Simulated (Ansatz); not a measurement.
Task: In (body-centred tetragonal, I4/mmm) is relaxed with plane-wave PAW PBEsol (Ansatz code). What lattice parameters of the conventional cell result?

Result: a = 3.373 Å, c = 4.493 Å.

Its axis ratio c/a = 1.33 departs by over 6 % from that of the usual cell of this phase: another minimum, or an error of the functional. The cell was relaxed with PBEsol under the symmetry of its start; whether a distortion lowers the energy is not shown. Axis ratios of metals converge slowly with the k-mesh, so a and c are less sure than the volume.

Potentials: the later of the program's two PAW sets.
